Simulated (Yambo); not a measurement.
Data:

```
GeTe
1.0
    3.87892     0.00000     0.00000
   -1.93946     3.35924     0.00000
    0.00000     0.00000    14.40000
Ge Te
1 1
Direct
  0.33333   0.66667   0.05390
  0.00000   0.00000   0.94610
```

Workflow: PBE (stringent potentials; Quantum ESPRESSO, PseudoDojo norm-conserving, 124 Ry, scalar-relativistic), then G0W0 in Yambo (6×6×1 Γ-centred k mesh, bands 9 to 206 and a 8 Ry block in the screening, 206 bands in G with the Bruneval-Gonze terminator, plasmon pole fitted at 27.2 eV, slab-truncated Coulomb interaction, stochastic integration of W near q = 0).

Task: Give the PBE and G0W0 gaps between the band edges found on this mesh, and say where the edges lie.

Result: Edges: Γ → (0, 0.333). PBE: 1.73 eV; G0W0: 2.77 eV. Nearest settings tried, and what they do to the gap: 114 bands in G: +2 meV; 114 bands in W, 114 bands in G: -30 meV; 5 Ry block (265 vectors against 511): -58 meV. Not varied: mesh, cell height. So the settings aren't converged at that level. Spin-orbit coupling is left out, which matters for elements this heavy: edges can move by tenths of an eV.

Geometry relaxed with PBEsol.

This is a model layer cut from the bulk structure; whether it is stable on its own was not checked.
